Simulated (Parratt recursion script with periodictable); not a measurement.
# Sharing the period between Si and Y in a mirror for 13.5 nm

| layer, from the top | thickness (Å) | density (g/cm³) | rms roughness of its top face (Å) | δ at 13.5 nm | β at 13.5 nm |
|---|---|---|---|---|---|
| Si (in each period) | varied | 2.313 | 3 | 9.927 × 10⁻⁴ | 0.001813 |
| Y (in each period) | varied | 4.371 | 3 | 0.02576 | 0.002238 |
| Si (substrate) | – | 2.313 | 3 | 9.927 × 10⁻⁴ | 0.001813 |

The refractive index is n = 1 − δ + iβ; the runs take δ and β at each wavelength of the scan. Vacuum lies above.

Densities are inputs, not measurements. They were set from computed cells of the Materials Project: Si from entry mp-149 (Fd-3m, 2.313 g/cm³); Y from entry mp-112 (P6₃/mmc, 4.371 g/cm³). A layer's crystal structure does not enter its constants, only its composition and density.

Model: EUV and soft X-ray reflectivity, Parratt recursion, Névot-Croce roughness, Henke tables. Program: Parratt recursion script with periodictable 1.7.1.

Light falls at α = 6° from the surface normal. It is s-polarised. The wavelength is scanned from 12.42 to 14.58 nm in 161 evenly spaced points, without smoothing. The peak is the highest scan point; its wavelength and height come from a parabola through R at that point and its two neighbours.

The pair is repeated 60 times. The runs differ in the two thicknesses alone; Γ is the share of Y in the period D.

| Si (Å) | Y (Å) | Γ | peak λ (nm) | peak R (%) |
|---|---|---|---|---|
| 55.2 | 13.8 | 0.20 | 13.632 | 26.6 |
| 48.3 | 20.7 | 0.30 | 13.602 | 40.5 |
| 41.4 | 27.6 | 0.40 | 13.571 | 48.0 |
| 34.5 | 34.5 | 0.50 | ? | ? |
| 27.6 | 41.4 | 0.60 | 13.508 | 47.7 |

Question: Estimate the peak wavelength and height at Γ = 0.50.

Answer: Wavelength: with δ̄ the thickness-weighted δ at 13.5 nm and α the angle from the normal (sin²α = 0.0109), λ ≈ 2D[(1 − δ̄)² − sin²α]^½.

```
Γ     D (Å)      δ̄  λ by hand (nm)  run minus hand (nm)
----  -----  ------  --------------  -------------------
0.40     69  0.0109          13.573               −0.002
0.50     69  0.0134          13.539              to find
0.60     69  0.0159          13.504                0.004
```

The difference, interpolated in Γ, is 0.001 nm, so λ ≈ 13.539 + 0.001 = 13.540 nm.

Height: the parabola through the rows at Γ = 0.30, 0.40, 0.60 has weights −0.333, 1.000, 0.333 at Γ = 0.50, which give 50.4 %.

The run gave 13.540 nm and 50.2 %, so the estimates miss by 0.000 nm and 0.2 points. Of these 5 runs, Γ = 0.50 has the highest peak.
